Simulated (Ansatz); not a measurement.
Si₃Rh₅ in space group Pbam (No. 55; Pearson symbol oP16) under volume change, r²SCAN in the plane-wave PAW code Ansatz, shape and atoms relaxed at each volume.

| V (Å³/atom) | E − E(relaxed) (meV/atom) | P (GPa) |
|---|---|---|
| 12.417 | 33.1 | 14.47 |
| 12.813 | (withheld) | (withheld) |
| 13.210 | 0.0 | 0.00 |
| 13.606 | (withheld) | (withheld) |
| 14.002 | 26.1 | -10.09 |

### Question
Fill in the missing entries.

### Answer

- 12.813, E − E(relaxed) (meV/atom): 7.7
- 12.813, P (GPa): 6.41
- 13.606, E − E(relaxed) (meV/atom): 6.8
- 13.606, P (GPa): -5.39

### Question
What does a third-order Birch–Murnaghan fit give for V₀, B₀ and B′?

### Answer
V₀ = 13.21 Å³/atom, B₀ = 199 GPa, B′ = 5.1.

The first step of the workflow began from a Materials Project structure, measured or hypothetical; the Crystallography Open Database copy checked does not list it. Whether it is the stable phase at ambient conditions was not checked. The r²SCAN relaxation kept the symmetry of its start; its stability against distortions is not shown here. The run is not spin-polarised.

Potentials: the later of the program's two PAW sets.
